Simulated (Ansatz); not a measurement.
**Putting K into GeSbTe3**

All numbers below come from DFT PBE+D3(BJ), scalar-relativistic, plane waves, PAW (Ansatz 0.2.0).

Cutoff 420 eV; k points 12×12×12 on the computed 5-atom cell (Γ-centred); Gaussian smearing, width 0.10 eV; no spin polarisation for the host; each changed cell takes a mesh and smearing chosen by its own gap and starts from the host's moments or customary ones, or runs without spin. Cells and atoms are relaxed to the nearest stationary point that keeps the symmetry of their start (forces under 0.02 to 0.04 eV/Å, stress under 0.1 to 0.2 GPa); energies are at zero smearing, without zero-point or thermal terms.

Relaxed host (gap on the mesh 0 eV):

```yaml
crystal:
  lattice:
    - [2.04159, 1.17871, 10.00484]
    - [-2.04159, 1.17871, 10.00484]
    - [0.00000, -2.35743, 10.00484]
  atoms:
    - { symbol: Ge, position: [0.59913, 0.59913, 0.59913] }
    - { symbol: Sb, position: [0.39687, 0.39687, 0.39687] }
    - { symbol: Te, position: [0.99764, 0.99764, 0.99764] }
    - { symbol: Te, position: [0.79157, 0.79157, 0.79157] }
    - { symbol: Te, position: [0.21479, 0.21479, 0.21479] }
```

Cases: (1) 1 K in a 1×1×1 repeat of the cell, at (0.500 0.500 0.500) in fractions of that repeat, 2.67 Å from the nearest atom of the relaxed host.

The table gives the energy per K taken from K metal (negative: uptake is favourable), the mean voltage, the swelling and the final surroundings.

| case | formula | energy per K (eV) | mean voltage (V) | ΔV (%) | principal strains (%) | nearest host atoms of the first K | gap (eV) |
| --- | --- | --- | --- | --- | --- | --- | --- |
| 1 | KGeSbTe3 | -1.82 | 1.82 | +31.5 | +18.5 +5.3 +5.3 | 7 (GeTe) from 3.48 Å | 0.81 |

Each ion keeps what symmetry its start has, so a lower place off a symmetric site can be missed, above all for H.

Voltages count 1 electron per K and hold for the ions inside the host, not for its break-up into other phases.

Relaxed structure of case 1:

```
Ge Sb Te K
1.0
     2.15046    1.24157   11.86062
    -2.15046    1.24157   11.86062
     0.00000   -2.48313   11.86062
Ge Sb Te K
1 1 3 1
Direct
  0.61237 0.61237 0.61237
  0.38215 0.38215 0.38215
  0.99846 0.99846 0.99846
  0.76626 0.76626 0.76626
  0.23714 0.23714 0.23714
  0.50138 0.50138 0.50138
```

Spin-orbit coupling is left out. An atom lies near a switch of its D3 coefficient C6 between reference coordination numbers, so the dispersion energy changes steeply there and can make or shift the minimum. In KGeSbTe3 a bond of the host changes by more than 0.6 Å or the volume by a third: the framework has rearranged or swollen or shrunk strongly, and the figure may no longer describe a topotactic step.

Cost: 2 runs of about 15 core-minutes in all, on Arm Neoverse V2 (shared hosts).